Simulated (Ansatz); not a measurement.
HfC (CsCl type, Pm-3m), PBEsol in the plane-wave PAW code Ansatz, all energies at zero smearing, with the estimated change up to a 700 eV cutoff added, with one set of potentials and settings (totals compare only within such a set). Cell of 2 atoms (1 Hf, 1 C): -15844.029 eV.

| element | reference phase | E (eV/atom) |
|---|---|---|
| Hf | P6_3/mmc, 2 atoms in the cell | -15598.0268 |
| C | P6_3/mmc, 4 atoms in the cell | -246.6950 |

Formation energy per atom, worked out: (-15844.029 − 1×(-15598.0268) − 1×(-246.6950))/2 = 0.347 eV/atom (33 kJ per mol of atoms), at 0 K, without zero-point energy or fitted corrections.

The cell is a constructed one: a structure type filled with these elements; neither database checked (COD, Materials Project) lists it. It is not the phase usual at ambient conditions (space group No. 225). Symmetry was held in the PBEsol relaxation. At this level the phase is mechanically unstable. The run is not spin-polarised. The references are the lowest solids computed at this level, not always the standard phases. Spin–orbit coupling is left out wherever it is not named.

Potentials: the later of the program's two PAW sets.
